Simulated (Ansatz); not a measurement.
Cl (solid Cl2 (Cmce)): energy against volume

The calculation used DFT, PBE, plane waves (420 eV) with PAW, scalar-relativistic (Ansatz).

The cell is scaled uniformly from the relaxed one, with fractional coordinates and shape fixed. Energies are extrapolated to zero smearing, pressures are those at the given smearing. Because the bonds are stretched with the cell, B₀ of this curve lies above the true bulk modulus of such a structure. Magnetic state: spin not included.

A Birch-Murnaghan fit gives V₀ = 35.28 Å³/atom, B₀ = 22 GPa, B₀′ = 4.5.

**Question.** What are the energy above the minimum and the pressure at 32.469 Å³/atom?

**Answer.** 18.0 meV/atom and 2.21 GPa as computed.

**Question.** What are the energy above the minimum and the pressure at 33.880 Å³/atom?

**Answer.** 4.1 meV/atom and 0.98 GPa as computed.

**Question.** What are the energy above the minimum and the pressure at 38.115 Å³/atom?

**Answer.** 13.6 meV/atom and -1.43 GPa as computed.

This functional, with no dispersion term, lets the cell expand far past the measured one.
